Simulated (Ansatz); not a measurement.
A distorted cell of Te (trigonal-Te type, space group P3_121):

```
Te
1.0
    4.52090     0.00000     0.00000
   -2.26045     3.91521     0.00000
    0.00000     0.00000     5.95427
Te
3
Direct
  0.26811   0.00000   0.33333
  0.10002   0.34133   0.66667
  0.73189   0.73189   0.00000
```

All values below come from PBE (plane waves to 420 eV, PAW, scalar-relativistic; Ansatz, a program for electronic structure). k mesh 7×7×5 (Γ-centred), Fermi-Dirac smearing 0.05 eV. Energies are smeared free energies. Stress and pressure are positive under compression. As the smearing reaches across the gap at some points, energies and forces of such displacements shift with the k mesh and the smearing. Spin-orbit coupling is left out, though Te is heavy. Te was relaxed with its symmetry unable to fall.

### Question
Predict the force on every atom, in eV/Å.

### Answer
```json
[
 {"atom": "Te1", "Fx": "0.382", "Fy": "0.352", "Fz": "0.009"},
 {"atom": "Te2", "Fx": "-0.573", "Fy": "-0.440", "Fz": "0.029"},
 {"atom": "Te3", "Fx": "0.191", "Fy": "0.089", "Fz": "-0.038"}
]
```

### Question
Give the stress tensor in GPa and the pressure.

### Answer
```
    0.9     -0.2      0.2
   -0.2     -1.2      1.3
    0.2      1.3      0.4
```
The pressure, a third of the trace, is 0.1 GPa.

### Question
In it atom 2 sits (0.287, 0.287, 0.000) Å away from its relaxed site. What is its energy relative to the relaxed cell?

### Answer
165 meV/cell.

(A displaced cell: forces are minus the slopes of the energy, force constants its curvatures, and phonons follow from these.)
